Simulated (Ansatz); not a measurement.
HgF₂ (fluorite)

```yaml
crystal:
  lattice:
    - [0.00000, 2.72655, 2.72655]
    - [2.72655, 0.00000, 2.72655]
    - [2.72655, 2.72655, 0.00000]
  atoms:
    - { symbol: Hg, position: [0.00000, 0.00000, 0.00000] }
    - { symbol: F, position: [0.75000, 0.75000, 0.75000] }
    - { symbol: F, position: [0.25000, 0.25000, 0.25000] }
```

The slice is a {110} plane (indices of the conventional cell) through the point (0.750, 0.750, 0.750) (fractional), spanned by u = [100] and v = [1 -1 -1] in vectors of this cell: u (3.86 Å) and v (5.45 Å, at 90° to u). It covers one period; positions are fractions (u, v).

Computed with LDA (plane waves to 420 eV, PAW, scalar-relativistic; Ansatz, a quantum-chemistry and plane-wave program). k mesh 10×10×10. Inside the PAW spheres the values are not all-electron values, and peaks at nuclei hang on which shells count as valence. HgF2 was relaxed with its symmetry unable to fall. Spin-orbit coupling is left out, though Hg is heavy.

Q: What is the valence density on the shortest Hg–F line in this plane (2.36 Å), at its minimum between the atoms?

A: 0.35 e/Å³.

Q: What is the ELF at the density minimum of the shortest Hg–F line in this plane (2.36 Å)?

A: 0.1.

Q: Sketch the electrostatic potential energy of an electron, from the cell's mean on this plane as a map.

A: 
```
|xxxxxxxxxxxx664422000000224455xxxxxxxxxx|
|xxxxxxxxxx44220000xxxxxx00002244xxxxxxxx|
|xxxxxxxxxx2200xxxxxxxxxxxxxx0022xxxxxxxx|
|xxxxxxxx4400xxxxxxxxxxxxxxxxxx0033xxxxxx|
|xxxx77662200xxxxxxxxxxxxxxxxxx00225577xx|
|9988775500xxxxxxxxxxxxxxxxxxxxxx00557788|
|9988775500xxxxxxxxxxxxxxxxxxxxxx00557788|
|9988775500xxxxxxxxxxxxxxxxxxxxxx00557788|
|xxxx77552200xxxxxxxxxxxxxxxxxx00226677xx|
|xxxxxxxx3300xxxxxxxxxxxxxxxxxx0044xxxxxx|
|xxxxxxxxxx2200xxxxxxxxxxxxxx0022xxxxxxxx|
|xxxxxxxxxx44220000xxxxxx00002244xxxxxxxx|
|xxxxxxxxxxxx554422000000224466xxxxxxxxxx|
|xxxxxxxxxxxx776666555555557788xxxxxxxxxx|
|xxxxxxxxxxxx888888777777778899xxxxxxxxxx|
|xxxxxxxxxx9999999988888899999999xxxxxxxx|
|xxxxxxxxxx9999999999999999999999xxxxxxxx|
|xxxxxxxx99999999999999999999999999xxxxxx|
|xxxx8899999999999999999999999999999999xx|
|9999999999999999999999999999999999999999|
|9999999999999999999999999999999999999999|
|9999999999999999999999999999999999999999|
|xxxx9999999999999999999999999999999988xx|
|xxxxxxxx99999999999999999999999999xxxxxx|
|xxxxxxxxxx9999999999999999999999xxxxxxxx|
|xxxxxxxxxx9999999988888899999999xxxxxxxx|
|xxxxxxxxxxxx998877777777888888xxxxxxxxxx|
|xxxxxxxxxxxx887755555555666677xxxxxxxxxx|
```
Scale: ten equal steps from 0.00 (start of '0') to 8.39 (end of '9'), in the order '0123456789'. Values: electrostatic potential energy of an electron, from the cell's mean, in eV. The map has 20 points along u (two characters each, u = 0 at the left) and 28 along v (v = 0 in the bottom row). Points within 1 Å of a nucleus are blanked (x), as the pseudised field means little there. Values under 0 eV are set to 0. The zero, the cell's mean, hangs on the PAW cores.
